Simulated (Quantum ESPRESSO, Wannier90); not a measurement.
# SrAlGe (P-6m2), plane waves to Wannier functions

Cell from Materials Project (mp-13311), symmetrised, no further relaxation. Not found in the COD (Crystallography Open Database) copy used; not checked further. Computed values, not measurements, from PBEsol: Quantum ESPRESSO (norm-conserving PseudoDojo potentials, cutoff 63 Ry, no spin polarisation, no spin-orbit coupling) on a Γ-centred 6×6×6 mesh, then Wannier90. Density: 12×12×6 mesh, cold smearing 0.01 Ry. Spin-orbit coupling, left out, would split the p-like bands by a few tenths of an eV.

On the energy scale of pw.x, whose zero is arbitrary, the Fermi level lies at 8.25 eV.

Input w.win:

```
num_bands = 3
num_wann = 3
exclude_bands = 1-6,10-32
num_iter = 1000
conv_tol = 1.0e-6
conv_window = 4
write_hr = true
write_u_matrices = true
auto_projections = true
begin unit_cell_cart
ang
    4.2965197974    0.0000000000    0.0000000000
   -2.1482598987    3.7208952924    0.0000000000
    0.0000000000    0.0000000000    4.7790200000
end unit_cell_cart
begin atoms_frac
Sr   0.0000000000  0.0000000000  0.0000000000
Al  -0.3333333333  0.3333333333  0.5000000000
Ge   0.3333333333 -0.3333333333  0.5000000000
end atoms_frac
mp_grid = 6 6 6
begin kpoints
0.0000000000 0.0000000000 0.0000000000
0.0000000000 0.0000000000 0.1666666667
0.0000000000 0.0000000000 0.3333333333
... (213 more lines: the 6x6x6 mesh through Gamma)
end kpoints
```

Input of pw2wannier90.x that gives the overlap and projection files (equivalent; here they were cut from one run over all bands):

```
&inputpp
  outdir = './out'
  prefix = 'pwscf'
  seedname = 'w'
  write_amn = .true.
  write_mmn = .true.
  atom_proj = .true.
  atom_proj_exclude = 1 5 6 7 8 9 10 11 12 13 14 15 16 17 18
/
```

Output w.wout (banner and timings cut):

```
                                    ------
                                    SYSTEM
                                    ------

                              Lattice Vectors (Ang)
                    a_1     4.296520   0.000000   0.000000
                    a_2    -2.148260   3.720895   0.000000
                    a_3     0.000000   0.000000   4.779020

                   Unit Cell Volume:      76.40172  (Ang^3)

                        Reciprocal-Space Vectors (Ang^-1)
                    b_1     1.462389   0.844311  -0.000000
                    b_2     0.000000   1.688622   0.000000
                    b_3     0.000000  -0.000000   1.314743

 *----------------------------------------------------------------------------*
 |   Site       Fractional Coordinate          Cartesian Coordinate (Ang)     |
 +----------------------------------------------------------------------------+
 | sr   1   0.00000   0.00000   0.00000   |    0.00000   0.00000   0.00000    |
 | al   1  -0.33333   0.33333   0.50000   |   -2.14826   1.24030   2.38951    |
 | ge   1   0.33333  -0.33333   0.50000   |    2.14826  -1.24030   2.38951    |
 *----------------------------------------------------------------------------*
                                ------------
                                K-POINT GRID
                                ------------

             Grid size =  6 x  6 x  6      Total points =  216

 *---------------------------------- MAIN ------------------------------------*
 |  Number of Wannier Functions               :                 3             |
 |  Number of Objective Wannier Functions     :                 3             |
 |  Number of input Bloch states              :                 3             |
 |  Output verbosity (1=low, 5=high)          :                 1             |
 |  Timing Level (1=low, 5=high)              :                 1             |
 |  Optimisation (0=memory, 3=speed)          :                 3             |
 |  Length Unit                               :               Ang             |
 |  Post-processing setup (write *.nnkp)      :                 F             |
 |  Using Gamma-only branch of algorithms     :                 F             |
 *----------------------------------------------------------------------------*
 *------------------------------- WANNIERISE ---------------------------------*
 |  Total number of iterations                :              1000             |
 |  Number of CG steps before reset           :                 5             |
 |  Trial step length for line search         :             2.000             |
 |  Convergence tolerence                     :         0.100E-05             |
 |  Convergence window                        :                 4             |
 |  Iterations between writing output         :                 1             |
 |  Iterations between backing up to disk     :               100             |
 |  Write r^2_nm to file                      :                 F             |
 |  Write xyz WF centres to file              :                 F             |
 |  Write on-site energies <0n|H|0n> to file  :                 F             |
 |  Use guiding centre to control phases      :                 F             |
 |  Use phases for initial projections        :                 F             |
 *----------------------------------------------------------------------------*
 *-------------------------------- PLOTTING ----------------------------------*
 |  Plotting Hamiltonian in WF basis          :                 T             |
 *----------------------------------------------------------------------------*

       ... (k-mesh section left out)

 Starting a new Wannier90 calculation ...

 Reading overlaps from w.mmn

 Reading projections from w.amn

 *------------------------------- WANNIERISE ---------------------------------*
 +--------------------------------------------------------------------+<-- CONV
 | Iter  Delta Spread     RMS Gradient      Spread (Ang^2)            |<-- CONV
 +--------------------------------------------------------------------+<-- CONV

 ------------------------------------------------------------------------------
 Initial State
  WF centre and spread    1  (  0.000000, -0.000000, -0.000000 )     0.85389507
  WF centre and spread    2  ( -0.000000,  0.000076,  0.000000 )     0.83230454
  WF centre and spread    3  (  0.000000, -0.000077, -0.000000 )     0.83230454
  Sum of centres and spreads (  0.000000, -0.000000, -0.000000 )     2.51850416

      0     0.252E+01     0.0000000000        2.5185041558  <-- CONV
        O_D=      0.0000005 O_OD=      0.0011913 O_TOT=      2.5185042 <-- SPRD
 ------------------------------------------------------------------------------
      1    -0.753E-08     0.0000713598        2.5185041482  <-- CONV
        O_D=      0.0000005 O_OD=      0.0011913 O_TOT=      2.5185041 <-- SPRD
      2    -0.260E-09     0.0000135837        2.5185041480  <-- CONV
        O_D=      0.0000005 O_OD=      0.0011913 O_TOT=      2.5185041 <-- SPRD
      3    -0.109E-09     0.0000089883        2.5185041479  <-- CONV
        O_D=      0.0000005 O_OD=      0.0011913 O_TOT=      2.5185041 <-- SPRD
      4    -0.223E-10     0.0000058690        2.5185041478  <-- CONV
        O_D=      0.0000005 O_OD=      0.0011913 O_TOT=      2.5185041 <-- SPRD
             <<<     Delta < 1.000E-06  over  4 iterations     >>>
             <<< Wannierisation convergence criteria satisfied >>>
 Final State
  WF centre and spread    1  (  0.000000, -0.000000, -0.000000 )     0.85389492
  WF centre and spread    2  ( -0.000000,  0.000076,  0.000000 )     0.83230448
  WF centre and spread    3  (  0.000000, -0.000077, -0.000000 )     0.83230475
  Sum of centres and spreads (  0.000000, -0.000000, -0.000000 )     2.51850415

         Spreads (Ang^2)       Omega I      =     2.517312403
        ================       Omega D      =     0.000000464
                               Omega OD     =     0.001191281
    Final Spread (Ang^2)       Omega Total  =     2.518504148
```
